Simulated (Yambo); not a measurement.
Material: SrHI (space group P4/nmm, No. 129); a = 4.291 Å, b = 4.291 Å, c = 8.190 Å, α = 90.00°, β = 90.00°, γ = 90.00° (6 atoms in the cell). Cell and atoms were relaxed with PBE+D3(BJ) from Materials Project entry mp-24205, within its symmetry.

With PBEsol (pw.x of Quantum ESPRESSO, ONCV potentials, with spin-orbit coupling), the gap between the mesh's edge points (X → M) is 3.361 eV.

### Question
Estimate the G0W0 gap between the same points from Yambo (2×2×1 Γ-centred k mesh, 460 bands and a 7 Ry block in the screening, 460 bands in G with the Bruneval-Gonze terminator, plasmon pole fitted at 27.2 eV).

### Answer
The correction is 1.512 eV, giving 4.873 eV, 1.4 times the PBEsol value. The mesh misses a band edge: along a dense path the PBEsol gap is 2.80 eV against 3.36 eV on the mesh. Nearest settings tried, and what they do to the gap: 290 bands in W, 290 bands in G: -13 meV; 6 Ry block (249 vectors against 337): -54 meV. Not varied: mesh. So the settings aren't converged at that level. The k mesh is coarse.
